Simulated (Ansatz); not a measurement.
The start is a generated cell, Ti built in the dhcp structure type. A full variable-cell relaxation at zero pressure is run with PBEsol (plane waves to 420 eV, PAW, scalar-relativistic; Ansatz, an electronic-structure program). The first steps use a coarse 13×13×4 k-mesh.

Initial structure:
```yaml
crystal:
  lattice:
    - [2.93726, 0.00000, 0.00000]
    - [-1.46863, 2.54374, 0.00000]
    - [0.00000, 0.00000, 9.45065]
  atoms:
    - { symbol: Ti, position: [0.00000, 0.00000, 0.00000] }
    - { symbol: Ti, position: [0.00000, 0.00000, 0.50000] }
    - { symbol: Ti, position: [0.33333, 0.66667, 0.25000] }
    - { symbol: Ti, position: [0.66667, 0.33333, 0.75000] }
```

Q: How does the volume per atom move from start to end?

A: -4.8 %, from 17.65 to 16.80 Å³/atom.

Q: How do the shortest distances between atoms change?

A: The closest pairs of elements (up to four, under 3.6 Å), start → end: Ti–Ti 2.91 → 2.85 Å.

Q: What does it relax into? Give the structure.

A: 
```cif
data_Ti4
_chemical_formula_sum 'Ti4'
_space_group_name_H-M_alt 'P63/mmc'
_space_group_IT_number 194
_space_group_name_Hall '-P 6c 2c'
_cell_length_a 2.89824
_cell_length_b 2.89824
_cell_length_c 9.23944
_cell_angle_alpha 90.000
_cell_angle_beta 90.000
_cell_angle_gamma 120.000
loop_
_atom_site_label
_atom_site_type_symbol
_atom_site_symmetry_multiplicity
_atom_site_Wyckoff_symbol
_atom_site_fract_x
_atom_site_fract_y
_atom_site_fract_z
_atom_site_occupancy
Ti1 Ti 2 a 0.00000 0.00000 0.00000 1
Ti2 Ti 2 c 0.33333 0.66667 0.25000 1
```

The space group stays P6₃/mmc (No. 194) (the run could not lower it); the end is AFLOW prototype A_hP4_194_ac (A3', as in La), with 4 atoms in the primitive cell. Final values are on a 18×18×5 k-mesh of the relaxed cell. No spin polarisation in the result.

The run could not lose the symmetry of its start: the end is stationary, and may be a saddle point rather than a minimum.

All atoms sit on sites fixed by symmetry, so only the cell could relax.

The relaxed structure here is a generated cell of Ti: the first start was made by placing the elements on the sites of a structure type, and the end was not matched to a known phase here, so it may be hypothetical. A known form of Ti has the same space group but another cell.
